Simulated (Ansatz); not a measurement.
CaGaN:
Space group P4/nmm, origin choice 1 (No. 129); a = b = 3.529 Å, c = 7.477 Å, α = β = γ = 90.00°

| atom | site | symmetry | x | y | z |
|---|---|---|---|---|---|
| Ga | 2c | 4mm | 0.0000 | 0.5000 | 0.0823 |
| Ca | 2c | 4mm | 0.5000 | 0.0000 | 0.3513 |
| N | 2c | 4mm | 0.0000 | 0.5000 | 0.3291 |

Relaxed with PBEsol.

Problem. Tabulate the valence density and the electron localisation function along the shortest Ga–N contact (1.85 Å), PBEsol in the plane-wave PAW code Ansatz.

Solution. 

```tsv
distance from Ga (Å)	density (e/Å³)	ELF
0.18	35.81	-0.01
0.28	22.41	0.02
0.37	12.12	0.05
0.46	5.84	0.06
0.55	2.81	0.12
0.65	1.53	0.20
0.74	1.05	0.28
0.83	0.89	0.36
0.92	0.89	0.48
1.02	0.99	0.62
1.11	1.19	0.73
1.20	1.50	0.77
1.29	1.93	0.75
1.38	2.44	0.66
1.48	2.90	0.50
1.57	3.20	0.29
1.66	3.35	0.12
```

The density is the valence pseudo-density with augmentation charge, so density and ELF within about 1 Å of a nucleus are not all-electron values.

The workflow started from an entry of the Crystallography Open Database (COD). Whether it is the stable phase at ambient conditions was not checked. The PBEsol relaxation kept the symmetry of its start; its stability against distortions is not shown here.

Potentials: the later of the program's two PAW sets.
